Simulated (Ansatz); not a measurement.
Suppose BiP2 takes space group R-3m (No. 166), with Bi on 3a; P on 6c. Recipe of this trial structure of BiP2: 4-, 6-connected net, elements by coordination.

These are results of DFT PBE, scalar-relativistic, plane waves, PAW in Ansatz, not measurements. Cutoff 420 eV, Γ-centred mesh, Gaussian smearing, no spin polarisation.

Energies over the elements count from the elements' standard structures at the same level, with no fitted energy shifts. The references include black phosphorus.

Problem. Give the relaxed lattice parameters and positions.

Solution.

Space group R-3m:H (No. 166). a = 4.463 Å, b = 4.463 Å, c = 14.317 Å, α = 90.00°, β = 90.00°, γ = 120.00°
```csv
atom,site,symmetry,x,y,z
Bi,3a,-3m,0.0000,0.0000,0.0000
P,6c,3m,0.6667,0.3333,0.7601
```

Bi has 6 P at 2.90 Å; P has 1 P at 2.10 Å and 3 Bi at 2.90 Å. Another local minimum with the same sites may exist.

Problem. And its energy and gap?

Solution. The energy over the elements is +0.22 eV/atom. The gap on the 12×12×12 mesh of the 3-atom cell is 0 eV (a metal). The separate elements lie lower, so it is unstable against them.

The last run used Gaussian smearing of 0.10 eV. These runs have no spin–orbit coupling, which can matter for Bi. An odd number of electrons in the primitive cell allows no gap without spin; a larger cell or a magnetic state could open one. The cell is a metal run without spin; a magnetic state may lie lower. The reference form of P is held partly by dispersion forces, which this level lacks. Symmetry constrained the relaxation, so the result can be a saddle point.
